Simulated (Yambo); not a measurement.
```
NH4Br
1.0
    4.00010     0.00000     0.00000
    0.00000     4.00010     0.00000
    0.00000     0.00000     4.00010
H N Br
4 1 1
Direct
  0.14921   0.14921   0.85079
  0.14921   0.85079   0.14921
  0.85079   0.85079   0.85079
  0.85079   0.14921   0.14921
  0.00000   0.00000   0.00000
  0.50000   0.50000   0.50000
```

NH4Br (space group P-43m, No. 215): mean Im ε in 1 eV windows above the direct gap of 6.62 eV, for different electron-hole kernels (Yambo, broadening 0.15 eV, norm-conserving PBEsol (Quantum ESPRESSO, 84 Ry, no spin-orbit coupling) bands; 8×8×8 mesh, 3 valence and 3 conduction bands, static screening with 30 bands and a 3 Ry block, scissor 2.45 eV, Tamm-Dancoff; field along x).

```tsv
window (eV)	independent quasiparticles	RPA (no attraction)	BSE
6.6 to 7.6	0.6	0.5	2.8
7.6 to 8.6	1.5	1.1	4.2
8.6 to 9.6	3.9	2.4	3.1
```

This run doesn't resolve bound excitons or single peaks, so only averages are given, and they too depend on the mesh; weight that the attraction moves below the gap isn't listed. All transitions below 10.46 eV are in the band window. The scissor comes from a G0W0 run whose convergence isn't established.

Spin-orbit splittings are left out.

Geometry of the Materials Project entry, not relaxed at this level.
